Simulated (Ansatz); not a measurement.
HgI2:
```cif
data_Hg4I8
_chemical_formula_sum 'Hg4 I8'
_space_group_name_H-M_alt 'Cmc21'
_space_group_IT_number 36
_space_group_name_Hall 'C 2c -2'
_cell_length_a 4.73471
_cell_length_b 7.46963
_cell_length_c 13.90812
_cell_angle_alpha 90.000
_cell_angle_beta 90.000
_cell_angle_gamma 90.000
loop_
_space_group_symop_operation_xyz
  'x, y, z'
  '-x, -y, z+1/2'
  '-x, y, z'
  'x, -y, z+1/2'
  'x+1/2, y+1/2, z'
  '-x+1/2, -y+1/2, z+1/2'
  '-x+1/2, y+1/2, z'
  'x+1/2, -y+1/2, z+1/2'
loop_
_atom_site_label
_atom_site_type_symbol
_atom_site_symmetry_multiplicity
_atom_site_Wyckoff_symbol
_atom_site_fract_x
_atom_site_fract_y
_atom_site_fract_z
_atom_site_occupancy
Hg1 Hg 4 a 0.00000 0.34612 0.00100 1
I1 I 4 a 0.00000 0.60130 0.13342 1
I2 I 4 a 0.00000 0.08997 0.86886 1
```
(The calculation used a cell of 6 atoms; values per cell refer to that cell.)

Relaxed with r²SCAN+D4.

Tabulate the valence density and the electron localisation function along the shortest Hg–I contact (2.65 Å), DFT-r²SCAN+D4 in the program Ansatz with PAW potentials.



| distance from Hg (Å) | density (e/Å³) | ELF |
|---|---|---|
| 0.27 | 13.96 | 0.68 |
| 0.40 | 10.72 | 0.60 |
| 0.53 | 7.39 | 0.53 |
| 0.66 | 4.50 | 0.47 |
| 0.80 | 2.37 | 0.38 |
| 0.93 | 1.14 | 0.30 |
| 1.06 | 0.69 | 0.26 |
| 1.19 | 0.54 | 0.33 |
| 1.33 | 0.51 | 0.49 |
| 1.46 | 0.56 | 0.60 |
| 1.59 | 0.67 | 0.59 |
| 1.72 | 0.85 | 0.55 |
| 1.86 | 1.15 | 0.51 |
| 1.99 | 2.46 | 0.44 |
| 2.12 | 5.92 | 0.31 |
| 2.25 | 10.82 | 0.19 |
| 2.39 | 15.29 | 0.16 |

The density is the valence pseudo-density with augmentation charge, so density and ELF within about 1 Å of a nucleus are not all-electron values.

Space group Cmc2_1. The workflow started from a Materials Project entry (that database holds measured and hypothetical structures alike); the Crystallography Open Database files this formula in space group No. 36, but the cells were not matched. Whether it is the stable phase at ambient conditions was not checked. The r²SCAN+D4 relaxation kept the symmetry of its start; its stability against distortions is not shown here. Spin–orbit coupling is left out wherever it is not named.

Potentials: the later of the program's two PAW sets.
